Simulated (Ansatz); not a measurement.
# V3MoSe8 (P-6m2) at 2 levels of theory

One geometry, relaxed with PBE; plane waves with PAW potentials in Ansatz, scalar-relativistic. Collinear spin; the first row ends at -1.0 μB a primitive cell. Gaps are the least over mesh and band path; pressure is positive in compression.

```
V Mo Se
1.0
     3.33493    0.00000    0.00000
    -1.66746    2.88813    0.00000
     0.00000    0.00000   29.61088
V Mo Se
3 1 8
Direct
  0.00000 0.00000 0.50000
  0.00000 0.00000 0.25362
  0.00000 0.00000 0.74638
  0.00000 0.00000 0.00000
  0.33333 0.66667 0.05619
  0.33333 0.66667 0.55401
  0.66667 0.33333 0.19959
  0.66667 0.33333 0.69238
  0.66667 0.33333 0.30762
  0.66667 0.33333 0.80041
  0.33333 0.66667 0.94381
  0.33333 0.66667 0.44599
```

```tsv
level	cutoff (eV)	k mesh	gap (eV)	pressure (GPa)	largest moment (μB)
PBE	420	12×12×2	0.05	0.0	0.92
```

**Question.** What comes out on the same cell with r2SCAN?

**Answer.**
```csv
level,cutoff (eV),k mesh,gap (eV),pressure (GPa),largest moment (μB)
r2SCAN,500,12×12×2,0.34,-0.8,1.07
```

The state reached may not be the lowest one. The cell holds layers, chains or molecules and no dispersion correction was added, so their binding is poorly described.

The cell was found from a structure generator's guess, not taken from experiment.
